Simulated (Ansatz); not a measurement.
Input, command and steps of an Ansatz relaxation.

```yaml
crystal:
  lattice:
    - [3.6674366279, 0.0, 0.0]
    - [-1.8337183139, 3.1760932865, 0.0]
    - [0.0, 0.0, 3.9598568241]
  atoms:
    - { symbol: Zn, position: [0.3333333333, 0.6666666667, 0.5] }
    - { symbol: Zn, position: [0.6666666667, 0.3333333333, 0.5] }
    - { symbol: S, position: [0.0, 0.0, 0.0] }
basis:
  ecutwfc: 420
kpoints:
  mp_grid: { grid: [6, 6, 4] }
hamiltonian:
  xc: pbe
scf:
  occupations: { method: gaussian, width: 0.1 }
  lower_state_search: "off"
output:
  forces: true
  stress: true
  eigenvalues: true
relax:
  adjacent_minimum: "off"
  f_tol: 0.04
  max_steps: 70
  cell: { stress_tol: 0.4 }
```

```bash
ansatz run input.yaml --threads 1 --pin off --max-ram 2560MiB --backend cpu --events-out ev --progress --plain --runs-dir out
```

All numbers below come from DFT PBE, scalar-relativistic, plane waves, PAW (Ansatz 0.2.0).

Of 8 frames 7 are shown, positions in Å and forces in eV/Å; the SCF threshold varies from step to step. Steps run on the plane waves of an earlier cell, with a Pulay correction in the pressure. The basis is chosen afresh for the last frame, the zero of the energies, and at times for earlier ones too; energy and pressure step there, also at an unchanged geometry. Here that happened at step 6 (-5 meV/atom, 0.4 GPa); the frames before carry an error of that size.

```xyz
3
Lattice="3.6674 0.0000 0.0000 -1.8337 3.1761 0.0000 0.0000 0.0000 3.9599" Properties=species:S:1:pos:R:3:forces:R:3 pbc="T T T" step=1 free_energy_over_end_meV_per_atom=407.76 pressure_GPa=24.28
Zn    0.0000    2.1174    1.9799    0.0000    0.0000    0.0000
Zn    1.8337    1.0587    1.9799    0.0000    0.0000    0.0000
S     0.0000    0.0000    0.0000    0.0000    0.0000    0.0000
3
Lattice="3.8429 0.0000 0.0000 -1.9214 3.3280 0.0000 0.0000 0.0000 3.8917" Properties=species:S:1:pos:R:3:forces:R:3 pbc="T T T" step=2 free_energy_over_end_meV_per_atom=143.92 pressure_GPa=11.64
Zn    0.0000    2.2187    1.9459    0.0000    0.0000    0.0000
Zn    1.9214    1.1093    1.9459    0.0000    0.0000    0.0000
S     0.0000    0.0000    0.0000    0.0000    0.0000    0.0000
3
Lattice="4.0236 0.0000 0.0000 -2.0118 3.4846 0.0000 0.0000 0.0000 3.7251" Properties=species:S:1:pos:R:3:forces:R:3 pbc="T T T" step=3 free_energy_over_end_meV_per_atom=23.33 pressure_GPa=4.51
Zn    0.0000    2.3230    1.8626    0.0000    0.0000    0.0000
Zn    2.0118    1.1615    1.8626    0.0000    0.0000    0.0000
S     0.0000    0.0000    0.0000    0.0000    0.0000    0.0000
3
Lattice="4.1162 0.0000 0.0000 -2.0581 3.5647 0.0000 0.0000 0.0000 3.7928" Properties=species:S:1:pos:R:3:forces:R:3 pbc="T T T" step=4 free_energy_over_end_meV_per_atom=7.67 pressure_GPa=-0.07
Zn    0.0000    2.3765    1.8964    0.0000    0.0000    0.0000
Zn    2.0581    1.1882    1.8964    0.0000    0.0000    0.0000
S     0.0000    0.0000    0.0000    0.0000    0.0000    0.0000
3
Lattice="4.1355 0.0000 0.0000 -2.0677 3.5814 0.0000 0.0000 0.0000 3.7222" Properties=species:S:1:pos:R:3:forces:R:3 pbc="T T T" step=5 free_energy_over_end_meV_per_atom=5.75 pressure_GPa=0.05
Zn    0.0000    2.3876    1.8611    0.0000    0.0000    0.0000
Zn    2.0677    1.1938    1.8611    0.0000    0.0000    0.0000
S     0.0000    0.0000    0.0000    0.0000    0.0000    0.0000
3
Lattice="4.1355 0.0000 0.0000 -2.0677 3.5814 0.0000 0.0000 0.0000 3.7222" Properties=species:S:1:pos:R:3:forces:R:3 pbc="T T T" step=6 free_energy_over_end_meV_per_atom=0.27 pressure_GPa=0.49
Zn    0.0000    2.3876    1.8611    0.0000    0.0000    0.0000
Zn    2.0677    1.1938    1.8611    0.0000    0.0000    0.0000
S     0.0000    0.0000    0.0000    0.0000    0.0000    0.0000
3
Lattice="4.1478 0.0000 0.0000 -2.0739 3.5921 0.0000 0.0000 0.0000 3.7227" Properties=species:S:1:pos:R:3:forces:R:3 pbc="T T T" step=8 free_energy_over_end_meV_per_atom=0.00 pressure_GPa=0.10
Zn    0.0000    2.3948    1.8614    0.0000    0.0000    0.0000
Zn    2.0739    1.1974    1.8614    0.0000    0.0000    0.0000
S     0.0000    0.0000    0.0000    0.0000    0.0000    0.0000
```

The start puts this composition into another compound's structure type, which needn't suit it. At the end the space group is P6/mmm (tolerance 0.05 Å).

The run took 9.8 s on 1 thread of Arm Neoverse V2, on a shared host, peak memory 0.32 GiB.

The k mesh is coarse.